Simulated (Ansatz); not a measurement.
SrO (rock salt, Fm-3m), PBEsol in the plane-wave PAW code Ansatz: ε∞ = 3.87, cell volume 33.61 Å³. Infrared-active transverse modes:

| ω_TO (cm⁻¹) | oscillator strength S_xx (e²/amu) |
|---|---|
| 203.0 | 0.4462 |

Problem. Compute the static dielectric constant.

Solution. Each mode adds (4.921e7/V) S/ω²: 15.85. So ε0 = 19.7.

Problem. What LO frequency does the Lyddane–Sachs–Teller relation give?

Solution. ω_LO = ω_TO √(ε0/ε∞) = 458 cm⁻¹.

The cell was relaxed with PBEsol under the symmetry of its start. Scalar-relativistic: spin–orbit coupling is off unless named, which matters more the heavier the elements.

Potentials: the earlier of the program's two PAW sets. The files were generated under PBE; for other functionals the program regenerates the frozen cores, and for LDA and PBEsol the local potential too.
